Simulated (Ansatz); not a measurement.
Ansatz (an electronic-structure program) input:

Ansatz 0.2 input:
```yaml
crystal:
  lattice:
    - [2.7350309891, 0.0, 0.0]
    - [-1.3675154946, 2.3686063167, 0.0]
    - [0.0, 0.0, 4.203314979]
  atoms:
    - { symbol: Li, position: [0.0, 0.0, 0.5] }
    - { symbol: Pt, position: [0.6666666667, 0.3333333333, 0.0] }
kpoints:
  mp_grid: { grid: [13, 13, 7] }
  band_path:
    path:
      - [[0.0, 0.0, 0.0], [0.5, 0.0, 0.0], [0.3333333333, 0.3333333333, 0.0], [0.0, 0.0, 0.0], [0.0, 0.0, 0.5], [0.5, 0.0, 0.5], [0.3333333333, 0.3333333333, 0.5], [0.0, 0.0, 0.5]]  # Γ-M-K-Γ-A-L-H-A
      - [[0.5, 0.0, 0.5], [0.5, 0.0, 0.0]]  # L-M
      - [[0.3333333333, 0.3333333333, 0.5], [0.3333333333, 0.3333333333, 0.0]]  # H-K
    npoints: 8
hamiltonian:
  xc: r2scan
  pseudopotentials: { kind: paw }
magnetization: { noncollinear: true, spin_orbit: true }
scf:
  n_extra_bands: 13
  convergence: { dr2_threshold: 0.0000000001 }
  occupations: { method: gaussian, width: 0.05 }
output: { eigenvalues: true }
```

Output (shortened):

```
Pseudopotential: Li, paw_fr, valence charge 3
Pseudopotential: Pt, paw_fr, valence charge 18
Functional definition: r2SCAN
non-collinear run that drives no moment, with spin-orbit …
Crystal: 2 atoms, lattice volume = 27.230 Å³
Basis set: ecut = 500 eV, 687 PW (Γ), exchange–correlation on 80×80×128 points (64 copies of the dense FFT grid, shifted against one another)
Bands: 34, of which v1, the nominal top of the filled ones, is band 21 counted from 1 (20 counted from 0)
Symmetry: 12 space group operations + 12 with time reversal
k-points: 84 of 1183 (time reversal used)
Projection manifold: j_resolved (fully-relativistic pseudo-atomic orbitals)
SCF iter   1: F=—  HF=-12719.351874 eV  |F-HF|=—  |Δ(HF+E_count)|=         —  Δρ=1.13e-1  dr2=5.80e0  dr2_τ=4.92e-2  dr2_m=0.00e0 (ungated)  ethr=3.10e-3  |M|=0.00e0 ∫|m|=0.00e0 μB  |m|>n=0.0e0 m-floor=0.0e0 τ_xc=0.0e0  β_m=0.30  ⟨swp⟩=6.0  Hψ=13160  notcnv=0  defer=166
preconditioner: auto → none
SCF iter   2: F=—  HF=-12718.476963 eV  |F-HF|=—  |Δ(HF+E_count)|=   8.75e-1  Δρ=6.50e-2  dr2=1.84e0  dr2_τ=1.80e-2  dr2_m=0.00e0 (ungated)  ethr=3.10e-3  |M|=0.00e0 ∫|m|=0.00e0 μB  |m|>n=0.0e0 m-floor=0.0e0 τ_xc=0.0e0  β_m=0.48  ⟨swp⟩=2.9  Hψ=4948  notcnv=0  defer=556
SCF iter   3: F=—  HF=-12718.251622 eV  |F-HF|=—  |Δ(HF+E_count)|=   2.25e-1  Δρ=1.31e-2  dr2=2.13e-2  dr2_τ=1.32e-3  dr2_m=0.00e0 (ungated)  ethr=3.10e-3  |M|=0.00e0 ∫|m|=0.00e0 μB  |m|>n=0.0e0 m-floor=0.0e0 τ_xc=0.0e0  β_m=0.57  ⟨swp⟩=2.5  Hψ=3879  notcnv=0  defer=556
SCF iter   4: F=—  HF=-12718.261536 eV  |F-HF|=—  |Δ(HF+E_count)|=   9.91e-3  Δρ=4.03e-3  dr2=4.88e-3  dr2_τ=2.62e-4  dr2_m=0.00e0 (ungated)  ethr=1.01e-4  |M|=0.00e0 ∫|m|=0.00e0 μB  |m|>n=0.0e0 m-floor=0.0e0 τ_xc=0.0e0  β_m=0.58  ⟨swp⟩=3.1  Hψ=5270  notcnv=0  defer=594
SCF iter   5: F=—  HF=-12718.262628 eV  |F-HF|=—  |Δ(HF+E_count)|=   1.09e-3  Δρ=1.51e-3  dr2=5.62e-4  dr2_τ=6.52e-6  dr2_m=0.00e0 (ungated)  ethr=2.33e-5  |M|=0.00e0 ∫|m|=0.00e0 μB  |m|>n=0.0e0 m-floor=0.0e0 τ_xc=0.0e0  β_m=0.79  ⟨swp⟩=2.8  Hψ=3780  notcnv=0  defer=594
SCF iter   6: F=—  HF=-12718.262782 eV  |F-HF|=—  |Δ(HF+E_count)|=   1.54e-4  Δρ=4.40e-4  dr2=1.36e-4  dr2_τ=1.20e-6  dr2_m=0.00e0 (ungated)  ethr=2.67e-6  |M|=0.00e0 ∫|m|=0.00e0 μB  |m|>n=0.0e0 m-floor=0.0e0 τ_xc=0.0e0  β_m=0.73  ⟨swp⟩=2.0  Hψ=3444  notcnv=0  defer=594
SCF iter   7: F=—  HF=-12718.262748 eV  |F-HF|=—  |Δ(HF+E_count)|=   3.45e-5  Δρ=7.48e-5  dr2=5.01e-6  dr2_τ=8.05e-9  dr2_m=0.00e0 (ungated)  ethr=6.48e-7  |M|=0.00e0 ∫|m|=0.00e0 μB  |m|>n=0.0e0 m-floor=0.0e0 τ_xc=0.0e0  β_m=0.86  ⟨swp⟩=1.6  Hψ=2512  notcnv=0  defer=594
SCF iter   8: F=—  HF=-12718.262744 eV  |F-HF|=—  |Δ(HF+E_count)|=   3.63e-6  Δρ=1.65e-5  dr2=1.08e-7  dr2_τ=6.41e-10  dr2_m=0.00e0 (ungated)  ethr=2.39e-8  |M|=0.00e0 ∫|m|=0.00e0 μB  |m|>n=0.0e0 m-floor=0.0e0 τ_xc=0.0e0  β_m=0.91  ⟨swp⟩=2.1  Hψ=2831  notcnv=0  defer=594
SCF iter  11: F=-12718.262745 eV  HF=-12718.262745 eV  |F-HF|=3.64e-12  |Δ(HF+E_count)|=  3.64e-11  Δρ=9.44e-8  dr2=1.63e-12  dr2_τ=5.01e-14  dr2_m=0.00e0 (ungated)  ethr=1.00e-12  |M|=0.00e0 ∫|m|=0.00e0 μB  |m|>n=0.0e0 m-floor=0.0e0 τ_xc=0.0e0  ⟨swp⟩=7.9  Hψ=10951  notcnv=0
SCF 1 converged in 11 iterations: F = -12718.262745 eV  dr2 = 1.63e-12
NSCF: frozen V_eff on 75 k-points
SCF converged after 11 iterations
Magnetization: |M| = 0.0000 μB,  M = (+0.0000, +0.0000, +0.0000) μB
Absolute magnetization: 0.0000 μB (∫|m|)
  site 0: m = (+0.0000, +0.0000, +0.0000) μB, |m| = 0.0000 μB  (R = 1.08 Å)
  site 1: m = (+0.0000, +0.0000, +0.0000) μB, |m| = 0.0000 μB  (R = 1.08 Å)
Free energy (F): -12718.262745 eV
Harris-Foulkes:  -12718.262745 eV  (|F-HF|=3.64e-12)
Internal energy: -12718.260435 eV  (E = F + TS)
E sigma→0 (E₀):  -12718.261590 eV
Entropy (-TS):   -0.002310 eV (-1.155 meV/atom)
Fermi energy:    14.079658 eV
--- Per-component energies (eV) ---
  E_band       = -369.397694
  E_kinetic    = 661.618659
  E_local      = -2394.741507  (includes V_loc(G=0)·N_el)
  E_nonlocal   = 156.012424
  E_hartree    = 924.242275
  E_xc         = -261.864376
  E_vxc        = -355.090395  (∫ρ·V_xc dr)
  E_paw        = -9468.441186  (= ΣΔE_a)
  E_vpaw       = -308.794083  (= ΣTr[D̂ρ^β])
  E_aug_tail   = 0.000048  (compensation charges beyond the density's cutoff)
  E_vtau       = 23.112591  (kinetic-family band-sum trace: ∫τ·v_τ [+ j·A + Jᵃ·Aᵃ] dr)
  E_ewald      = -2334.838295
  E_core_change = -0.248476  (= ΣΔE_core)
  E_smearing   = -0.002310  (= −TS)
  E_closure    = 0.000000  (closes the sum)
  Σ components = -12718.262745   (vs F -12718.262745, Δ=0.00e0)
  [band-id]    e_kinetic+e_local+e_nonlocal+2·e_hartree+e_vxc+e_vpaw+e_augmentation_tail+e_vtau = -369.397713   (vs E_band -369.397694, Δ=-1.91e-5)
--- Band table (eV; the first three rows and the last of 84) ---
  k-point 0: bands = ["-86.1856", "-86.1856", "-50.7004", "-50.7004", "-35.8615", "-35.8615", "-35.7828", "-35.7828", "-33.2722", "-33.2722", "5.3824", "5.3824", "8.9575", "8.9575", "9.9298", "9.9298", "11.1365", "11.1365", "12.7111", "12.7111", "13.3886", …
  k-point 1: bands = ["-86.1856", "-86.1856", "-50.7004", "-50.7004", "-35.8629", "-35.8629", "-35.7828", "-35.7828", "-33.2706", "-33.2706", "5.4271", "5.4271", "9.0736", "9.0736", "9.9312", "9.9323", "11.1394", "11.1394", "12.6836", "12.6836", "13.3755", …
  k-point 2: bands = ["-86.1856", "-86.1856", "-50.7005", "-50.7005", "-35.8660", "-35.8660", "-35.7828", "-35.7828", "-33.2668", "-33.2668", "5.5271", "5.5271", "9.4339", "9.4339", "9.9356", "9.9369", "11.1460", "11.1460", "12.4291", "12.4291", "12.9185", …
  k-point 83: bands = ["-86.1503", "-86.1503", "-50.8022", "-50.8017", "-36.1912", "-36.1888", "-35.9336", "-35.9328", "-33.2255", "-33.2253", "9.3326", "9.3797", "9.6201", "9.7030", "10.2872", "10.3180", "10.7077", "10.8325", "11.9638", "12.0128", "16.8694", …
```

Cost: very roughly 60 core-seconds on shared cores.

Space group P-6m2. The workflow started from an entry of the Crystallography Open Database (COD). Its standing as an ambient phase is unchecked. The cell was relaxed with r²SCAN under the symmetry of its start; whether a distortion lowers the energy is not shown. No spin polarisation was allowed.

Potentials: the later of the program's two PAW sets.

Ansatz is a plane-wave DFT program.
